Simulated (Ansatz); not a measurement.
Data:

PtSe$_{2}$:
```yaml
crystal:
  lattice:
    - [3.75163, 0.00000, 0.00000]
    - [-1.87581, 3.24901, 0.00000]
    - [0.00000, 0.00000, 6.48308]
  atoms:
    - { symbol: Pt, position: [0.00000, 0.00000, 0.00000] }
    - { symbol: Se, position: [0.33333, 0.66667, 0.20155] }
    - { symbol: Se, position: [0.66667, 0.33333, 0.79845] }
```

This is the PBE-relaxed structure. Cartesian axes are those of the cell as given.

Problem. All from DFT-PBE in the program Ansatz with PAW potentials, unless another level is named. Estimate the band gap.

Solution. 0.81 eV (indirect).

Problem. Give the electron effective mass.

Solution. 0.19, 0.37, 0.47 mₑ (principal values).

Problem. Predict the weight of the conduction-edge state by species (Voronoi cells).

Solution. Se 59 %, Pt 41 %.

Problem. Predict the conduction-band minimum.

Solution. off the standard path, at k = (0.000, 0.253, 0.315).

Space group P-3m1 (CdI2 type). The cell was relaxed with PBE under the symmetry of its start. The run is not spin-polarised. The volume lies over 15 % above that of the usual cell of this phase: another minimum, or an error of the functional. A crystal of weakly bound layers computed without a dispersion correction: the cell and the soft elastic constants depend strongly on that. Spin–orbit coupling is left out wherever it is not named.

Potentials: the later of the program's two PAW sets.
